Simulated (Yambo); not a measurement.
G0W0@LDA for Li3BrO (anti-perovskite, space group Pm-3m, No. 221) in Yambo. Reference settings: 4×4×4 Γ-centred k mesh, bands 4 to 137 and a 10 Ry block in the screening, 137 bands in G with the Bruneval-Gonze terminator, plasmon pole fitted at 27.2 eV. The LDA gap M → M on this mesh is 4.25 eV; G0W0 gaps are taken between the same points.

```tsv
change from the reference	G0W0 gap M → M (eV)	shift of the valence edge (eV)
reference settings	6.56	-1.25
4 Ry block	6.40	-1.10
8 Ry block	?	-1.21
46 bands in W, 46 bands in G	6.56	-1.05
no terminator	6.41	-1.08
no random integration	6.49	-1.07
85 bands in G, no terminator	6.32	-0.92
61 bands in W	6.52	-1.11
```

Q: Estimate the withheld gaps from the other rows; the computed values follow.

A: 
- 8 Ry block, G0W0 gap M → M (eV): 6.51

The reference isn't shown to be the converged limit.

Spin-orbit coupling is not included.

Geometry of the Materials Project entry, not relaxed at this level; primitive cell a = 3.9486 Å, b = 3.9486 Å, c = 3.9486 Å, α = 90.00°, β = 90.00°, γ = 90.00°.

A shift is the quasiparticle energy of the state minus its LDA energy.
